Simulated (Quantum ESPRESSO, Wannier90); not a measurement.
**Wannier functions of AlInSb2 (P-4m2)**

```xyz
4
Lattice="4.5062 0.0000 0.0000 0.0000 4.5062 0.0000 0.0000 0.0000 6.3488" Properties=species:S:1:pos:R:3 pbc="T T T"
Al     0.0000     0.0000     0.0000
In     2.2531     2.2531     3.1744
Sb     0.0000     2.2531     1.4816
Sb     2.2531     0.0000    -1.4816
```

Structure: Materials Project mp-1228890, symmetrised, not relaxed again. Not found in the COD (Crystallography Open Database) copy used; not checked further. Level: PBEsol, no spin polarisation, no spin-orbit coupling; pw.x of Quantum ESPRESSO at 64 Ry with PseudoDojo potentials, 8×8×6 k-points, Wannier90. Density: 8×8×6 mesh, Gaussian smearing 0.01 Ry. Spin-orbit coupling is left out although heavy elements are present.

Bands 18-23 form an isolated set from -5.73 to 0.00 eV relative to the valence-band maximum (on the path) and are turned into 6 Wannier functions by minimising the spread from the start: atomic waves Sb 5p.

Centres (Cartesian, Å; one of the equivalent choices) and spreads:

```csv
n,x,y,z,spread (Å²),nearest atom
1,0.000,2.253,1.572,5.168,Sb3
2,0.000,2.253,1.989,5.076,Sb3
3,0.000,2.253,1.062,4.447,Sb3
4,2.253,0.000,-1.572,5.168,Sb4
5,2.253,0.000,-1.062,4.447,Sb4
6,2.253,0.000,-1.989,5.076,Sb4
```

Ω_I = 27.16 Å², Ω_total = 29.38 Å²; the interpolated bands follow pw.x to 15 meV rms on the path. Only this start was tried; a symmetric start can stop on a saddle, and mixtures of these functions could lower the total by at most Ω_total − Ω_I.
